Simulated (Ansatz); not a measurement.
GdMn (CsCl-type structure)

Level of theory: DFT, PBE+U (U_eff = 6 eV on Gd 4f), scalar-relativistic, collinear spin; plane waves to 420 eV with PAW datasets (Ansatz 0.2.0), Γ-centred 8×8×8 mesh, 0.05 eV Gaussian smearing; PAW files: Ansatz's generated set soft_2.

```xyz
2
Lattice="3.5624 0.0000 0.0000 0.0000 3.5624 0.0000 0.0000 0.0000 3.5624" Properties=species:S:1:pos:R:3 pbc="T T T"
Gd    0.0000    0.0000    0.0000
Mn    1.7812    1.7812    1.7812
```

The start was a prototype's sites filled with these elements, not a measured cell.

Magnetic state: ferrimagnetic, site spin moments Gd 7.36; Mn -3.56 μB.

The run above is the reference. The same cell was run again with other input settings; several of them aren't fit for production, so the rows show the settings' effect and aren't properties of the material.

```tsv
keys changed	outcome	ΔE (meV/atom)	P (GPa)	gap on the mesh (eV)	cell moment (μB)	largest force component (eV/Å)	SCF iterations	rough core-seconds	new warnings
none (reference)	converged	0.0	0.0	metal	4.18	0.000	–	–	–
scf.occupations.width: 0.05 → null; scf.occupations.method: "gaussian" → "tetrahedron_uncorrected"; kpoints.mp_grid.grid: [8, 8, 8] → [12, 12, 12]	converged	13.5	0.2	metal	4.07	0.000	14	18	band table not solved further
scf.convergence.dr2_threshold: 0.0001; scf.occupations.width: 0.05 → null; scf.occupations.method: "gaussian" → "tetrahedron"	converged	-4.4	0.0	metal	4.11	0.000	12	8	band table not solved further; force scf threshold loose; stress scf threshold loose; tetrahedron derivatives may miss energy slope
hamiltonian.hubbard: {"sites": [{"species": "Gd", "l": "f", "u_eff": 6.0}]} → {"sites": [{"species": "Mn", "l": "d", "u_eff": 3.0}], "double_counting": "fll"}; hamiltonian.xc: "pbe" → "rpbe"	converged	–	9.6	metal	3.18	0.000	11	8	–
hamiltonian.pseudopotentials: {"kind": "nc"}	refused	–	–	–	–	–	0	0.1	–
scf.occupations.method: "gaussian" → "methfessel_paxton"; scf.occupations.width: 0.05 → 0.2; hamiltonian.dispersion: "d3bj"; kpoints.mp_grid.shift: [0.5, 0.5, 0.5]	converged	–	-2.3	metal	3.96	0.000	15	9	open shell order in doubt
accuracy: "high"; scf.mixing.algorithm: "anderson"; scf.mixing.beta: 0.1; scf.mixing.ndim: 2; scf.convergence.dr2_threshold: 1e-05	converged	0.0	0.0	metal	4.18	0.000	36	21	force scf threshold loose; stress scf threshold loose
```

ΔE is the energy with the smearing extrapolated to zero. It is left out where the change alters the Hamiltonian or the spin treatment. The varied runs start from atomic densities (corrected by the program's trained start where that serves), with the default search for lower states unless a row changes it, while the reference went on from a saved state, so a magnet may end in another state whatever the setting.

(1) What happens with these changes: scf.mixing.algorithm: "msr1"; scf.mixing.beta: 0.7; scf.mixing.ndim: 2; scf.occupations.width: 0.05 → null; scf.occupations.method: "gaussian" → "tetrahedron"?

Answer:

(1) outcome converged, ΔE (meV/atom) -4.4, P (GPa) 0.0, gap on the mesh (eV) metal, cell moment (μB) 4.11, largest force component (eV/Å) 0.000, SCF iterations 21, rough core-seconds 12, new warnings band table not solved further; tetrahedron derivatives may miss energy slope.

The pair part of a dispersion correction pulls inward (a three-body part mostly pushes out), and in metals and ionic crystals with large ions it often overbinds.

2 further runs (cut off, refused for memory, with changed atoms or starts, or in doubt) are left out.

Of the reference: Open d and f shells can converge to several self-consistent states; this is the one that the run reached. The equation of state at this level isn't smooth, a sign that the magnetic state shifts with volume and isn't converged in the mesh. These numbers lack spin–orbit coupling. Site moments are of spin, integrated over atomic spheres.
